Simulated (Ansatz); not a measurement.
**KYbSiS$_{4}$, a database entry at a rescaled volume**

```xyz
14
Lattice="6.2915 0.0000 0.0000 0.0000 6.5315 0.0000 -2.6508 0.0000 8.1158" Properties=species:S:1:pos:R:3 pbc="T T T"
K     1.5279    1.2260    0.5210
K     2.1128    4.4917    7.5948
Yb   -0.0050    1.0863    4.4593
Yb    3.6457    4.3520    3.6565
Si    0.5068    4.5943    2.6458
Si    3.1339    1.3285    5.4701
S    -0.6846    2.8687    2.4331
S     4.3253    6.1344    5.6827
S     5.3886    6.1292    2.2846
S    -1.7479    2.8634    5.8312
S     1.4702    1.3226    6.7345
S     2.1705    4.5884    1.3813
S     1.1681    4.9588    4.6179
S     2.4726    1.6930    3.4979
```

Level: r2SCAN, no spin polarisation; 500 eV; 3×3×3 Γ-centred mesh; gaussian occupations (width 0.1224 eV); Ansatz 0.2.0, fixed geometry.

(1) What does the stress say?

(2) Is there a gap?

(3) Which atom feels the largest force, and which way?

(4) What is the formation energy?

(5) Which element gives electrons and which takes them?

Origin: a database entry at a rescaled volume. Caveats: no spin polarisation, so a magnetic state may lie lower; the k mesh is coarse if the cell is a metal; f levels without a U or exact exchange are poorly placed.

Answers

(1) The pressure is 1.9 GPa (compression positive), so with the atoms held at these fractions the cell would first expand. The principal stresses 1.4, 2.0, 2.4 GPa differ, so its shape would change too.

(2) It is a metal on this mesh, though the bands barely overlap, with about 24 states/eV a cell as the mean within 0.25 eV of the Fermi level, mostly Yb f (72 %) and S p (25 %).

(3) The largest is on S9 (and as large on other atoms): 0.37 eV/Å, components (-0.08, 0.10, -0.34). It makes 121° with the line to a nearest neighbour, Si5 at 2.12 Å.

(4) -1.45 eV an atom against the elements' usual phases (free molecules for gases, crystals otherwise, with no correction for O₂ or N₂), so it is bound against them; other compounds may still compete. Relaxing would lower it.

(5) Bader charges in e: K +0.85, Yb +1.79, Si +2.74, S -1.37 to -1.33. In the mean Si gives up most and S takes most.
